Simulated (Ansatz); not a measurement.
Values for one crystal, relaxed and computed with r²SCAN (plane waves, PAW; program Ansatz); other levels are named.

```yaml
volume_per_atom: 28.46 Å³
electronic_character: metallic (no gap)
Formation energy from the elements (no fitted shifts): -0.67 eV/atom
Density of states at the Fermi level: 0.83 states/eV per atom (mean over ±0.08 eV)
```

**Question.** Pick the material that matches.
A. LaIn2, Imma (La on 4e, In on 8h)
B. AlRu, R-3m (Al on 3a, Ru on 3b)
C. TiNi, P2_1/m (Ti on 2e, Ni on 2e)
D. LaCu2, P6/mmm (La on 1a, Cu on 2d)

**Answer.** A, LaIn2, Imma (La on 4e, In on 8h)

The workflow started from a Materials Project entry (that database holds measured and hypothetical structures alike); the Crystallography Open Database copy checked does not list it. Whether it is the stable phase at ambient conditions was not checked. Symmetry was held in the r²SCAN relaxation; its stability against distortions is not shown here. The references are the lowest solids computed at this level, not always the standard phases. Scalar-relativistic: spin–orbit coupling is off unless named, which matters more the heavier the elements.

Potentials: the later of the program's two PAW sets.
